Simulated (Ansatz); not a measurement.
According to PBE in the plane-wave PAW code Ansatz, SnSe in the zinc blende structure (F-43m) relaxes to a = 6.780 Å. Se has 4 nearest neighbours from 2.94 Å (tetrahedral); Sn has 4 nearest neighbours from 2.94 Å (tetrahedral). Its formation energy from the elements is -0.20 eV/atom, with no fitted shifts.

Electronic character: no gap, with almost no states at the Fermi level (zero-gap or semimetallic). Gap from PBE with spin–orbit coupling: none (metallic).

The bulk modulus is 30.4 GPa.

The start of the workflow was typed in or built on a structure type; neither database checked (COD, Materials Project) lists it. It is not the phase usual at ambient conditions (space group No. 62). Symmetry was held in the PBE relaxation; whether a distortion lowers the energy is not shown. The volume moved by 17 % from the start of the relaxation. A small band overlap can be real or an error of a semilocal functional. The references are the lowest solids computed at this level, not always the standard phases. Spin–orbit coupling is left out wherever it is not named.

Potentials: the later of the program's two PAW sets.
